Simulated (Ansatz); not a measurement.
**WC: field gradients at two levels of theory**

Cell: an entry of the Crystallography Open Database (COD), whose atoms a relaxation with PBE at fixed cell left in place.

```
W C
1.0
     2.89820    0.00000    0.00000
    -1.44910    2.50991    0.00000
     0.00000    0.00000    2.83140
W C
1 1
Direct
  0.00000 0.00000 0.00000
  0.66667 0.33333 0.50000
```

Sites (sets of like atoms) are named by element and the number of their first atom in this list.

First run. The numbers come from a DFT calculation in Ansatz (PBE, plane waves and PAW, scalar-relativistic, collinear spin, 420 eV cutoff, Γ-centred 18×18×16 k-points, Fermi–Dirac smearing 0.05 eV). Start moments as typed (μB): 2 on each W, none on the rest.

```tsv
site	atom	V_zz (10²¹ V/m²)	η
W	1	-13.57	0.00
C	2	0.065	0.00
```

Second run. The same atoms and settings, except that the functional is PBEsol.

(1) Given the first result, estimate the second.

Answers

(1) 

```csv
site,atom,V_zz,η,change of V_zz
W,1,-13.83,0.00,-0.26
C,2,0.053,0.00,-0.01
```

The largest change of V_zz is on W, from -13.57 to -13.83. In per cent, |V_zz| changes by +2 on W (all sites that start above 2).

The run finds no gap above 0.1 eV (a metal, or nearly one), so the gradients can move by 10 % or more with the k-mesh. Without spin–orbit coupling the gradients at and beside W can be off by some per cent, at some sites by more. The start moments die out, and the run ends without spin.
For the first run: At this cell the PBE pressure is 9 GPa, so with PBE the cell would grow if it were relaxed.
